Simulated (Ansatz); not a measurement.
All numbers below come from Ansatz, DFT PBE, scalar-relativistic, plane waves, PAW. All cells share a 420 eV cutoff and Γ-centred k meshes spaced at most about 0.3 Å⁻¹ (about 0.25 or finer for metals, 2π included). No spin polarisation in the final relaxations.

Each of these unrelaxed guesses is relaxed in cell and atoms within its symmetry. A guess keeps its type if space group and coordination stay and the shape of the cell changes little (axis ratios within about 15 %, angles within 6°); the volume may change.

1. SnSe5

```
CELL_PARAMETERS angstrom
3.64734 0.00000 0.00000
-1.82367 3.15869 0.00000
0.00000 0.00000 18.43108
ATOMIC_POSITIONS crystal
Sn 0.00000 0.00000 0.00000
Se 0.66667 0.33333 0.83495
Se 0.00000 0.00000 0.66732
Se 0.66667 0.33333 0.50000
Se 0.00000 0.00000 0.33268
Se 0.66667 0.33333 0.16505
```

2. Si4B

```
CELL_PARAMETERS angstrom
-2.59595 2.59595 2.59595
2.59595 -2.59595 2.59595
2.59595 2.59595 -2.59595
ATOMIC_POSITIONS crystal
Si 0.00000 0.00000 0.50000
Si 0.00000 0.50000 0.00000
Si 0.50000 0.00000 0.00000
Si 0.50000 0.50000 0.50000
B 0.00000 0.00000 0.00000
```

3. Zr3SeS2

```
CELL_PARAMETERS angstrom
4.41050 0.00000 0.00000
-2.20525 3.81960 0.00000
0.00000 0.00000 7.18945
ATOMIC_POSITIONS crystal
Zr 0.00000 0.00000 0.47569
Zr 0.00000 0.00000 0.04673
Zr 0.33333 0.66667 0.94715
Se 0.33333 0.66667 0.53871
S 0.66667 0.33333 0.73018
S 0.66667 0.33333 0.26153
```

4. RbTe2W2

```
CELL_PARAMETERS angstrom
-2.50727 2.50727 5.76789
2.50727 -2.50727 5.76789
2.50727 2.50727 -5.76789
ATOMIC_POSITIONS crystal
Rb 0.00000 0.00000 0.00000
Te 0.36650 0.36650 0.00000
Te 0.63350 0.63350 0.00000
W 0.25000 0.75000 0.50000
W 0.75000 0.25000 0.50000
```

5. Tl2F

```
CELL_PARAMETERS angstrom
3.47751 0.00000 0.00000
-1.73875 3.01161 0.00000
0.00000 0.00000 7.19257
ATOMIC_POSITIONS crystal
Tl 0.00000 0.00000 0.25541
Tl 0.00000 0.00000 0.74459
F 0.00000 0.00000 0.00000
```

Question: Which keep their type?

Answer: Guesses 2 and 5 keep their type. Symmetry leaves only the cell edge free in guess 2, so these can't change.

```csv
guess,kept,start group,end group,V start (Å³/atom),V end,"b/a and c/a, end over start",nearest neighbours start,nearest neighbours end
1,no,P-6m2,P-6m2,35.4,24.4,"1.00, 0.60","Se 12, Sn 12","Se 6, Sn 6"
2,yes,Im-3m,Im-3m,14.0,13.8,"1.00, 1.00","B 8, Si 2","B 8, Si 2"
3,no,P3m1,P-6m2,20.2,18.6,-,"S 9/13, Se 7, Zr 3/6/7","S 6, Se 6, Zr 6"
4,no,I4/mmm,I4/mmm,29.0,27.6,"1.00, 1.85","Rb 18, Te 5, W 4","Rb 12, Te 4, W 8"
5,yes,P6/mmm,P6/mmm,25.1,29.7,"1.00, 1.08","F 2, Tl 1","F 2, Tl 1"
```

Neighbours count within 15 % of an atom's shortest distance; end groups are read at 0.02 Å (0.05 Å in metals).

Weakly bound directions are ill-defined at this level, which has no dispersion term (SnSe5 P-6m2). These runs have no spin–orbit coupling, which can matter for Te, Tl and W. In Tl2F P6/mmm an odd number of electrons in the primitive cell allows no gap without spin; a larger cell or a magnetic state could open one. A magnetic state wasn't ruled out in cells without spin, among them Si4B Im-3m, RbTe2W2 I4/mmm. Cells relaxed within their symmetry can be saddle points.

In counts of neighbours, a slash parts the counts of unlike sites.
